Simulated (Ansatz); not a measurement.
## Calculated quadrupolar parameters for Bi₂Se₃

The cell is a structure deposited in the COD whose atoms were relaxed with PBE, the cell held.

```xyz
5
Lattice="1.9650 1.1345 9.1427 -1.9650 1.1345 9.1427 0.0000 -2.2689 9.1427" Properties=species:S:1:pos:R:3 pbc="T T T"
Bi    0.0000    0.0000   16.3834
Bi    0.0000    0.0000   11.0446
Se    0.0000    0.0000   21.8172
Se    0.0000    0.0000    5.6108
Se    0.0000    0.0000    0.0000
```

Atoms are numbered from 1 in the order listed; like atoms form one site, named after its first atom.

Level of theory: DFT, PBE, plane waves and PAW, with spin–orbit coupling, 420 eV cutoff, Γ-centred 14×14×14 k-points, Fermi–Dirac smearing 0.05 eV (Ansatz 0.2.0).

Conventions: |V_zz| ≥ |V_yy| ≥ |V_xx|, η = (V_xx − V_yy)/V_zz, C_Q = eQV_zz/h. ν_Q = 3|C_Q|/[2I(2I − 1)].

²⁰⁹Bi: I = 9/2, Q = -516.0 mb. Nuclear quadrupole moments: year-2017 set (Pyykkö).

```json
{"site": "Bi", "atoms (order as listed)": "1, 2", "first shell": "6 Se at 2.79–2.96 Å", "C_Q (MHz)": "-37.7", "η": "0.00", "ν_Q (MHz)": "1.57"}
```

An axis of threefold or higher order runs through Bi, so V_zz lies along it and η is zero.

Se has no stable isotope with a ground-state quadrupole moment in the table, so these sites are left out.

At this cell the PBE pressure is 12 GPa, so with PBE the cell would grow if it were relaxed. The entry's cell may itself be off. Newer work puts Q(²⁰⁹Bi) near −420 mb, which would lower these couplings by about a fifth. With a gap of 0.25 eV under a smearing of 0.05 eV the band edges are partly filled, so small gradients can hang on the smearing and the k-mesh.
